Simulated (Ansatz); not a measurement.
# Pressure against volume: TiRe

```cif
data_structure
_symmetry_space_group_name_H-M 'Pm-3m'
_symmetry_Int_Tables_number 221
_cell_length_a 3.1180
_cell_length_b 3.1180
_cell_length_c 3.1180
_cell_angle_alpha 90.000
_cell_angle_beta 90.000
_cell_angle_gamma 90.000
_cell_volume 30.31
loop_
_atom_site_label
_atom_site_type_symbol
_atom_site_symmetry_multiplicity
_atom_site_Wyckoff_symbol
_atom_site_fract_x
_atom_site_fract_y
_atom_site_fract_z
_atom_site_occupancy
Ti1 Ti 1 b 0.50000 0.50000 0.50000 1
Re1 Re 1 a 0.00000 0.00000 0.00000 1
```

The runs use the primitive cell with vectors (3.118, 0.000, 0.000), (0.000, 3.118, 0.000), (0.000, 0.000, 3.118) Å, to which the k mesh refers.

The cell comes from COD entry 1523516, which wasn't checked; take it as a given geometry.

Spin polarisation is left out, and whether a magnetic state lies lower isn't shown here.

No spin–orbit coupling, which matters for the heavy atoms here.

Levels of theory: DFT, PBEsol, all-electron LAPW, scalar-relativistic (Ansatz 0.2.0); DFT, PBEsol, PAW with Ansatz's default frozen-core files, scalar-relativistic (Ansatz 0.2.0).

For LAPW: a Γ-centred 13×13×13 k mesh, Fermi–Dirac smearing of 0.05 eV, basis error target 1 meV/atom, no spin polarisation. PAW takes a cutoff of 420 eV at this cell (files made with PBE, cores remade for this functional). The Ansatz runs share mesh, smearing and spin set-up. Plane-wave (PAW) pressures include the program's estimate of the Pulay term.

The cell above is scaled evenly, with fractional coordinates and shape held.

Task: Estimate the equilibrium volume and bulk modulus that full-potential LAPW gives for this fixed shape.

Result: V0 = 14.65 Å³/atom, B0 = 245 GPa, B0′ = 4.2, from a third-order Birch–Murnaghan fit to these pressures:
| V/V(cell) | V (Å³/atom) | P, LAPW (GPa) | P, PAW (GPa) |
| --- | --- | --- | --- |
| 0.9400 | 14.247 | 7.23 | 7.24 |
| 0.9600 | 14.550 | 1.69 | 1.69 |
| 0.9800 | 14.853 | -3.29 | -3.29 |
| 0.9900 | 15.005 | -5.58 | -5.59 |
| 1.0000 | 15.156 | -7.75 | -7.77 |
| 1.0100 | 15.308 | -9.81 | -9.83 |
| 1.0200 | 15.460 | -11.77 | -11.78 |
| 1.0400 | 15.763 | -15.37 | -15.40 |
| 1.0600 | 16.066 | -18.62 | -18.64 |

PAW's V0 lies 0.00 % from the all-electron value and its B0 0.1 %. Symmetry fixes shape and coordinates here, so this is the relaxed modulus.
